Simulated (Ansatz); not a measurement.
Consider the following.

C (diamond)

```yaml
crystal:
  lattice:
    - [0.00000, 1.78579, 1.78579]
    - [1.78579, 0.00000, 1.78579]
    - [1.78579, 1.78579, 0.00000]
  atoms:
    - { symbol: C, position: [0.00000, 0.00000, 0.00000] }
    - { symbol: C, position: [0.25000, 0.25000, 0.25000] }
```

In this cell atom 2 (C, nearest neighbour C at 1.547 Å; its periodic images, 2.5 Å or more away, move with it) is moved by s along Cartesian [111], unit vector (0.577, 0.577, 0.577); all other atoms and the cell stay fixed.

The numbers are results of PBE (plane waves to 420 eV, PAW, scalar-relativistic; Ansatz, a first-principles code), not measurements. k mesh 13×13×13 (Γ-centred), Fermi-Dirac smearing 0.05 eV. The energy includes the smearing's −TS. Left out: 1 of 11 points, with atoms too close for the PAW data. As the smearing reaches across the gap at some points, energies and forces of such displacements shift with the k mesh and the smearing. C was relaxed with its symmetry unable to fall. ΔE is measured from the undisplaced structure.

The scan covers s from -0.368 to 0.460 Å in 10 points.

### Question
Is this a single well or a double well?

### Answer
A single well with its minimum at or next to zero displacement.

### Question
Is the energy the same for displacements of ±0.368 Å, and if not, which side lies higher?

### Answer
Not even: the negative side lies higher at ±0.368 Å. With its periodic images moving along, the atom's site symmetry in this cell is -43m.

### Question
What force acts on the atom along the line at s = -0.368 Å?

### Answer
22.5 eV/Å.

### Question
What is the energy change at s = 0.460 Å?

### Answer
1625 meV/cell.

### Question
With two atoms in the cell this is the zone-centre optical mode. What wavenumber follows?

### Answer
1290 cm⁻¹.

(For displaced atoms, the force is minus the slope of the energy, and its curvature is a force constant, which sets phonon frequencies.)
